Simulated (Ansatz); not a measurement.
Rb3TeBr: sound and stiffness along [100], [110] and [111]

The calculation used DFT PBE, scalar-relativistic, plane waves, PAW in Ansatz. Cutoff 420 eV, 4×4×4 k-points (Γ-centred), fixed occupations. No spin polarisation.

The cell is fixed (symmetry leaves no force on the atoms) and stands under 0.0 GPa:
```cif
data_structure
_symmetry_space_group_name_H-M 'Pm-3m'
_symmetry_Int_Tables_number 221
_cell_length_a 6.9055
_cell_length_b 6.9055
_cell_length_c 6.9055
_cell_angle_alpha 90.000
_cell_angle_beta 90.000
_cell_angle_gamma 90.000
_cell_volume 329.30
loop_
_atom_site_label
_atom_site_type_symbol
_atom_site_symmetry_multiplicity
_atom_site_Wyckoff_symbol
_atom_site_fract_x
_atom_site_fract_y
_atom_site_fract_z
_atom_site_occupancy
Br1 Br 1 a 0.00000 0.00000 0.00000 1
Te1 Te 1 b 0.50000 0.50000 0.50000 1
Rb1 Rb 3 c 0.50000 0.50000 0.00000 1
```

The cell is the ideal cubic antiperovskite prototype; whether it is the stable structure of this composition wasn't checked.

With ions relaxed, on the cubic axes: C11 = 21.0, C12 = 0.8, C44 = 1.4 GPa. The density is 2.339 g/cm³. Zone-centre modes weren't checked beside this run.

Problem. Is the crystal stable against strain, and how anisotropic is it?

Solution. Born's conditions hold: C11 + 2C12 = 22.7, C11 − C12 = 20.2 and C44 = 1.4 GPa are all positive. B = (C11 + 2C12)/3 = 7.6 GPa. The two shear moduli are C44 and C′ = (C11 − C12)/2 = 10.1 GPa, so Zener's ratio is A = C44/C′ = 0.14: the shear C44 is the soft one, as in NaCl, KCl, the halide perovskites and the bcc metals V, Nb, Cr and Mo. The Cauchy pressure C12 − C44 is -0.6 GPa; it would vanish for pair forces between atoms on inversion centres at zero pressure, and a negative value is usual with directional bonding, though many-body forces give one in some ionic oxides too.

Problem. Give the sound speeds along the three symmetry directions.

Solution. The Christoffel equation gives ρv² for each branch:
```
direction branch                    ρv²   GPa v (m/s)
    [100]              L                    C11  21.0     2998
    [100]         T (×2) C44   1.4      776
    [110]              L   (C11 + C12 + 2C44)/2  12.3     2297
    [110]   T, u ∥ [001]                    C44   1.4      776
    [110]  T, u ∥ [1-10]          (C11 − C12)/2  10.1     2078
    [111]              L  (C11 + 2C12 + 4C44)/3   9.4     2009
    [111]         T (×2) (C11 − C12 + C44)/3   7.2     1755
```

Problem. How does Young's modulus depend on direction?

Solution. Inverting gives S11 = 47.694, S12 = -1.811, S44 = 709.220 TPa⁻¹. Along a unit vector (l, m, n), 1/E = S11 − 2(S11 − S12 − S44/2)(l²m² + m²n² + n²l²), where the last bracket is 0, 1/4 and 1/3 for [100], [110] and [111]: E = 21, 5 and 4 GPa. With A < 1 the cube edge is stiffest. For a film on (001), the biaxial modulus is C11 + C12 − 2C12²/C11 = 22 GPa and the normal strain is −2C12/C11 = -0.08 times the in-plane one.